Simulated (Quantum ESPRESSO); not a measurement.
# Al3ZnN3O: a curve over strain

Computed values, not a measurement. The program is pw.x of Quantum ESPRESSO 7.5 (plane-wave density functional theory). The cell is made up: 8 atoms on a wurtzite lattice, with randomly drawn elements, strain and displacements, not relaxed. PseudoDojo standard norm-conserving files (v0.5 for PBE, v0.4.1 for LDA and PBEsol) set the functional; there is no spin polarisation, spin-orbit coupling or dispersion term, and the masses in the input are unused placeholders.

Seven runs add a strain to one cell (along z); the atoms follow the cell and are not relaxed. Stress in the table is positive in tension.

Input of the run at +0.0006:

```
&control calculation='scf', pseudo_dir='./dojo.nc.sr.pbe.v0_5.standard.upf', outdir='./o', disk_io='medium', tprnfor=.true., tstress=.true. /
&system ibrav=0, nat=8, ntyp=4, nbnd=31, ecutwfc=84.00895049, nosym=.true., tot_charge=0,
 occupations='smearing', smearing='fd', degauss=0.0018374661
/
&electrons conv_thr=7.350e-09, electron_maxstep=60, /
ATOMIC_SPECIES
Al 1.0 Al.upf
N 1.0 N.upf
O 1.0 O.upf
Zn 1.0 Zn.upf
CELL_PARAMETERS angstrom
3.0182 -0.0192 0.0303
-0.0332 5.3552 -0.0461
0.0495 -0.0435 5.0635
ATOMIC_POSITIONS angstrom
Al 0.0527 -0.08 -0.0835
Al 1.458 2.6234 -0.0018
Zn 1.6066 0.9185 2.4592
Al -0.0354 3.5672 2.5729
N 0.0458 -0.037 1.8739
O 1.4947 2.6552 1.8759
N 1.4257 0.7469 4.3487
N 0.001 3.517 4.4471
K_POINTS automatic
6 4 4 1 1 1
```

```
added strain  free energy less that of the input shown (eV)  stress xx (GPa)  stress yy (GPa)  stress zz (GPa)  stress xy (GPa)  pressure (GPa)  next band up at Gamma (eV)  iterations
     -0.0155                                         0.1117           -26.14           -19.07           -17.79            -4.44           21.00                       0.706          13
     -0.0052                                         0.0327           -25.09           -18.02           -12.40            -4.31           18.50                       0.625          13
     -0.0023                                         0.0152           -24.80           -17.73           -10.97            -4.28           17.83                       0.602          13
     +0.0006                                         0.0000           -24.52           -17.45            -9.57            -4.24           17.18                       0.579          13
     +0.0096                                        -0.0343           -23.66           -16.60            -5.41            -4.13           15.22                       0.506          13
     +0.0231                                        -0.0517           -22.43           -15.40             0.27            -3.98           12.52                       0.396          13
```

Question: one run is left out of the table, at +0.0131. Estimate its stress zz (GPa).

Answer: -3.88. The whole row:

| added strain | free energy less that of the input shown (eV) | stress xx (GPa) | stress yy (GPa) | stress zz (GPa) | stress xy (GPa) | pressure (GPa) | next band up at Gamma (eV) | iterations |
| --- | --- | --- | --- | --- | --- | --- | --- | --- |
| +0.0131 | -0.0426 | -23.33 | -16.28 | -3.88 | -4.09 | 14.50 | 0.478 | 13 |

A cubic fit gives a slope of stress zz against the added strain of 481 GPa at zero added strain, with the atoms clamped. Across the table the free energy follows the integral of the stress to within 0.2 meV. A rerun of one of the cells at 1437 eV and a 8 x 6 x 6 mesh moved values by no more than 0.002 eV in energy, 0.03 GPa in stress and 0.002 eV/Å in force. The band column is the level of band 26 at Gamma less that of band 25, whose number is half the electron count, rounded up; it comes from a band step after each run.